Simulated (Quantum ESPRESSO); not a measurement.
pw.x input (Quantum ESPRESSO 7.5; PBEsol, PseudoDojo standard norm-conserving files, scalar-relativistic):

```
&CONTROL
  calculation = 'scf'
  pseudo_dir = './pseudo'
  outdir = './out'
  tprnfor = .true.
  tstress = .true.
/
&SYSTEM
  ibrav = 0
  nat = 5
  ntyp = 3
  ecutwfc = 102.0
  ecutrho = 408.0
  occupations = 'smearing'
  smearing = 'fd'
  degauss = 0.002
  nbnd = 21
/
&ELECTRONS
  conv_thr = 5e-10
/
ATOMIC_SPECIES
H 1.0080 H.upf
O 15.9990 O.upf
Cd 112.4140 Cd.upf
CELL_PARAMETERS angstrom
  3.543311289649   0.000000000000   0.000000000000
 -1.771655644824   3.068597590352   0.000000000000
  0.000000000000   0.000000000000   4.585165508000
ATOMIC_POSITIONS crystal
H   0.666666667000   0.333333333000   0.547921197300
H   0.333333333667   0.666666666333   0.452078802700
O   0.666666667000   0.333333333000   0.759294496600
O   0.333333333667   0.666666666333   0.240705503400
Cd   0.000000000333   0.000000000000   0.000000000000
K_POINTS automatic
9 9 6 0 0 0
```

End of the output:

```

[...]
     the Fermi energy is     6.5627 ev
!    total energy              =    -418.72237970 Ry
     estimated scf accuracy    <          1.3E-10 Ry
     smearing contrib. (-TS)   =      -0.00000000 Ry
     internal energy E=F+TS    =    -418.72237970 Ry
     The total energy is F=E-TS. E is the sum of the following terms:
     one-electron contribution =    -260.41576000 Ry
     hartree contribution      =     142.23851490 Ry
     xc contribution           =     -66.03611615 Ry
     ewald contribution        =    -234.50901844 Ry
     convergence has been achieved in  10 iterations
     Forces acting on atoms (cartesian axes, Ry/au):
     atom    1 type  1   force =     0.00000000    0.00000000   -0.00960405
     atom    2 type  1   force =     0.00000000    0.00000000    0.00960405
     atom    3 type  2   force =     0.00000000    0.00000000    0.01661535
     atom    4 type  2   force =    -0.00000000    0.00000000   -0.01661535
     atom    5 type  3   force =     0.00000000    0.00000000    0.00000000
     Total force =     0.027141     Total SCF correction =     0.000012
     Computing stress (Cartesian axis) and pressure
          total   stress  (Ry/bohr**3)                   (kbar)     P=      -18.03
  -0.00018349   0.00000000   0.00000000          -26.99        0.00        0.00
   0.00000000  -0.00018349  -0.00000000            0.00      -26.99       -0.00
   0.00000000   0.00000000  -0.00000067            0.00        0.00       -0.10
```
In a gapped system the printed Fermi energy is only some level inside the gap.

Spin-orbit coupling is not included.

Geometry relaxed with PBE+D3(BJ).
